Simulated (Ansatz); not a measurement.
Y2Si in space group P-62m (No. 189; Y on 3f, Y on 3g, Si on 1b, Si on 2c), DFT-PBE in the program Ansatz with PAW potentials, all energies at zero smearing, with the estimated change up to a 700 eV cutoff added, with one set of potentials and settings (totals compare only within such a set). Cell of 9 atoms (6 Y, 3 Si): -25004.564 eV.

| element | reference phase | E (eV/atom) |
|---|---|---|
| Y | P6_3/mmc, 2 atoms in the cell | -3848.6668 |
| Si | Fd-3m, 2 atoms in the cell | -635.8096 |

Formation energy per atom, worked out: (-25004.564 − 6×(-3848.6668) − 3×(-635.8096))/9 = -0.570 eV/atom (-55 kJ per mol of atoms), at 0 K, without zero-point energy or fitted corrections.

A made-up cell: these elements were put on the sites of a structure type; neither database checked (COD, Materials Project) lists it. Whether it is the stable phase at ambient conditions was not checked. The cell was relaxed with PBE under the symmetry of its start; whether a distortion lowers the energy is not shown. No spin polarisation was allowed. The references are the lowest solids computed at this level, not always the standard phases.

Potentials: the later of the program's two PAW sets.
